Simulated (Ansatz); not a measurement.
Values for one crystal, relaxed and computed with plane-wave PAW PBEsol (Ansatz code); other levels are named.

```yaml
volume_per_atom: 15.73 Å³
electronic_character: metallic (no gap)
highest_zone_centre_frequency: 165 cm⁻¹
Pressure derivative B′: 5.6
Formation energy from the elements (no fitted shifts): -0.017 eV/atom
Density of states at the Fermi level: 0.27 states/eV per atom (mean over ±0.08 eV)
zone_centre_stability: no imaginary mode at Γ
```

Task: Which compound is it?
A) In2Au, fluorite or antifluorite type
B) Zr2Cu, C2/m (Zr on 4i, Zr on 4i, Cu on 4i)
C) CuAu3, I4/mmm (Cu on 2a, Au on 4d, Au on 2b)
D) SnAu, NiAs type

Result: C, CuAu3, I4/mmm (Cu on 2a, Au on 4d, Au on 2b)

The workflow started from a Materials Project entry (that database holds measured and hypothetical structures alike); the Crystallography Open Database copy checked does not list it. COD files the formula under space group No. 221. Whether it is the stable phase at ambient conditions was not checked. The cell was relaxed with PBEsol under the symmetry of its start. No spin polarisation was allowed. As this level gives no gap, phonon frequencies hold no LO–TO term and depend on the k-mesh and smearing (Fermi–Dirac, 0.1 eV here). The references are the lowest solids computed at this level, not always the standard phases. Scalar-relativistic: spin–orbit coupling is off unless named, which matters more the heavier the elements.

Potentials: the later of the program's two PAW sets.
